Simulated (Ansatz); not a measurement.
The start is a generated cell, AlCu placed in the AFLOW prototype AB_hR2_166_a_b (L1_1, as in CuPt). The structure is fully relaxed (lattice and positions, P = 0) with PBE (plane waves to 420 eV, PAW, scalar-relativistic; Ansatz, an electronic-structure program). First-step values are on the input's coarse k-mesh.

Ansatz input (later rounds restart from its end on a renewed k-mesh):
Ansatz 0.2 input:
```yaml
crystal:
  lattice:
    - [1.3513574, 0.7802066, 4.3116792]
    - [-1.3513574, 0.7802066, 4.3116792]
    - [0, -1.5604131, 4.3116792]
  atoms:
    - { symbol: Al, position: [0, 0, 0] }
    - { symbol: Cu, position: [0.5, 0.5, 0.5] }
basis: { ecutwfc: 420, ecutrho_ratio: 4, xc_grid: 2, fft_grid_basis: typed }
kpoints: { mp_grid: { grid: [14, 14, 14] } }
hamiltonian:
  xc: pbe
  dispersion: none
  pseudopotentials: { kind: paw }
scf: { occupations: { method: fermi_dirac, width: 0.05 } }
relax: { f_tol: 0.01, max_steps: 100, cell: { stress_tol: 0.02 } }
output: { forces: true, stress: true }
```

* **Outcome**: The space group stays R-3m (No. 166) (the run could not lower it); the end is AFLOW prototype AB_hR2_166_a_b (L1_1, as in CuPt), with 2 atoms in the primitive cell
* **Energy released**: 0.03 eV/atom
* **Volume change**: +1.1 %, from 13.64 to 13.79 Å³/atom
* **Shortest distances (start → end)**: The closest pairs of elements (up to four, under 3.6 Å), start → end: Al–Cu 2.66 → 2.61 Å; Al–Al 2.70 → 2.78 Å; Cu–Cu 2.70 → 2.78 Å
* **Optimiser moves**: 8

Final values are on a 19×19×19 k-mesh of the relaxed cell. No spin polarisation in the result.

The run could not lose the symmetry of its start; a randomly shaken copy of 4 atoms returns to this structure.

All atoms sit on sites fixed by symmetry, so only the cell could relax.

The relaxed structure here is a generated cell of AlCu: the first start was made by placing the elements on the sites of a structure type, and the end was not matched to a known phase here, so it may be hypothetical.
